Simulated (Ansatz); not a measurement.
AlCo (CsCl type, Pm-3m) at seven volumes, r²SCAN (plane waves, PAW; program Ansatz), scaled uniformly. One row is withheld.

```csv
V (Å³/atom),P (GPa)
10.227,22.84
10.564,14.00
10.901,6.45
11.238,0.01
11.575,?
11.912,-10.22
12.249,-14.24
```

Q: Fit the shown pressures and predict the withheld one.

A: Third-order Birch–Murnaghan: P = (3/2)B₀(x^(7/2) − x^(5/2))[1 + (3/4)(B′ − 4)(x − 1)] with x = (V₀/V)^(2/3). Least squares on the six rows gives V₀ = 11.238 Å³/atom, B₀ = 198.4 GPa, B′ = 4.22. At V = 11.575, x = 0.9805 and P = -5.51 GPa. The run itself gave -5.50 GPa.

Symmetry was held in the r²SCAN relaxation. No spin polarisation was allowed.

Potentials: the earlier of the program's two PAW sets.
